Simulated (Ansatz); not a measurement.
# How the vibrations of AlCu$_{3}$ change with volume

Method: DFT LDA, scalar-relativistic, plane waves, PAW in Ansatz. Settings: 420 eV plane-wave cutoff, Γ-centred 12×12×8 mesh, Fermi-Dirac smearing of 0.15 eV. No spin polarisation. Phonons by linear response, acoustic sum rule imposed.

Equilibrium structure at this level:
```cif
data_structure
_symmetry_space_group_name_H-M 'P6_3/mmc'
_symmetry_Int_Tables_number 194
_cell_length_a 5.0835
_cell_length_b 5.0835
_cell_length_c 4.1277
_cell_angle_alpha 90.000
_cell_angle_beta 90.000
_cell_angle_gamma 120.000
_cell_volume 92.37
loop_
_atom_site_label
_atom_site_type_symbol
_atom_site_symmetry_multiplicity
_atom_site_Wyckoff_symbol
_atom_site_fract_x
_atom_site_fract_y
_atom_site_fract_z
_atom_site_occupancy
Al1 Al 2 d 0.66667 0.33333 0.25000 1
Cu1 Cu 6 h 0.33033 0.16516 0.75000 1
```

In a metal, frequencies depend on the k mesh and the smearing, soft modes most.

Cells at 0.98 and 1.02 times the equilibrium volume were relaxed in shape and atoms; γ = −d ln ν / d ln V, modes matched by rank.

Q: Give the optical frequencies at Γ (cm⁻¹) at the three volumes and the mode Grüneisen parameters.

A:
```csv
0.98 V,V,1.02 V,γ,degeneracy
127,122,118,1.70,2
137,133,129,1.49,1
146,141,135,1.90,2
151,146,141,1.69,2
182,175,167,2.14,1
185,177,170,2.03,1
198,190,181,2.24,2
208,199,190,2.28,2
232,221,210,2.46,1
250,238,226,2.47,1
302,291,279,1.97,1
316,304,292,1.97,2
331,317,305,2.05,2
333,320,307,2.02,1
```

Q: What pressures hold the two strained cells, and what bulk modulus follows?

A: 3.54 GPa at 0.98 V and -3.16 GPa at 1.02 V, so B = −dP/d ln V ≈ 167 GPa.